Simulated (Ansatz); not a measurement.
Input:

Relaxed Sn (beta-Sn type, space group I4_1/amd):

```xyz
2
Lattice="-2.9166 2.9166 1.5790 2.9166 -2.9166 1.5790 2.9166 2.9166 -1.5790" Properties=species:S:1:pos:R:3 pbc="T T T"
Sn     0.0000     2.9166     0.7895
Sn     0.0000     0.0000     0.0000
```

In this cell atom 1 (Sn, nearest neighbour Sn at 3.022 Å; its periodic images, 3.2 Å or more away, move with it) is moved by s along Cartesian x, unit vector (1.000, 0.000, 0.000); all other atoms and the cell stay fixed.

Method: PBEsol (plane waves to 420 eV, PAW, scalar-relativistic; Ansatz, a first-principles code). k mesh 13×13×13 (Γ-centred), Fermi-Dirac smearing 0.05 eV. The energy includes the smearing's −TS. With partly filled bands, energies and forces of such displacements shift with the k mesh and the smearing. Sn was relaxed with its symmetry unable to fall. The PAW data are Ansatz's earlier set. ΔE is measured from the undisplaced structure.

The scan covers s from -0.300 to 0.300 Å in 11 points.

### Question
Is this a single well or a double well?

### Answer
A single well with its minimum at or next to zero displacement.

### Question
Is the energy the same for equal positive and negative displacements?

### Answer
Even: the same for both signs. With its periodic images moving along, the atom's site symmetry in this cell is -4m2.

### Question
What force acts on the atom along the line at s = -0.300 Å?

### Answer
1.41 eV/Å.

### Question
What is the force constant k = d²E/ds² of this move at s = 0?

### Answer
3.86 eV/Å².

(For displaced atoms, the force is minus the slope of the energy, and its curvature is a force constant, which sets phonon frequencies.)
